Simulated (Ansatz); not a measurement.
**HfGe3: what a change of element does**

Method: PBE, scalar-relativistic; spin polarisation where moments were expected; PAW, 420 eV, Gaussian smearing of 0.05 eV; code Ansatz.

HfGe3 was relaxed to zero pressure in the AuCu3-type structure, built from a prototype.

It takes space group Pm-3m (No. 221, cubic). Conventional cell: a = 4.189 Å, b = 4.189 Å, c = 4.189 Å, α = 90.00°, β = 90.00°, γ = 90.00°. Hf (site symmetry m-3m) is surrounded by 12 Ge at 2.96 Å. Ge (site symmetry 4/mmm) has 4 Hf at 2.96 Å and 8 Ge at 2.96 Å as nearest neighbours. Neighbours are those within 15 % of a site's shortest distance, so a longer bond may be listed from one end only.

Results for HfGe3: a (Å) 4.189, V (Å³/atom) 18.38, shortest unlike bond (Å) 2.96, gap (eV) metal, B0 (GPa) 91, E_f (eV/atom) -0.04.

Problem. All Ge is replaced by Si and the cell relaxed again in the same space group. What comes out?

Solution. HfSi3: a (Å) 3.974, V (Å³/atom) 15.68, shortest unlike bond (Å) 2.81, gap (eV) metal, B0 (GPa) 112, E_f (eV/atom) -0.05.

The volume changes by −14.7 %, or −5.1 % in mean length, and the shortest unlike bond by -0.15 Å. The bulk modulus goes from 91.0 to 111.9 GPa, as V^−1.3: with like bonding the larger cell is the softer.

Whether HfGe3 and HfSi3 form in this structure isn't claimed. Spin–orbit coupling is left out, which matters for the heaviest elements here. E_f is the formation energy from the elements run alike, at 0 K, without zero-point energy; it is good to about 0.01 eV/atom as a calculation.

All runs used the PAW datasets of the set soft_2.
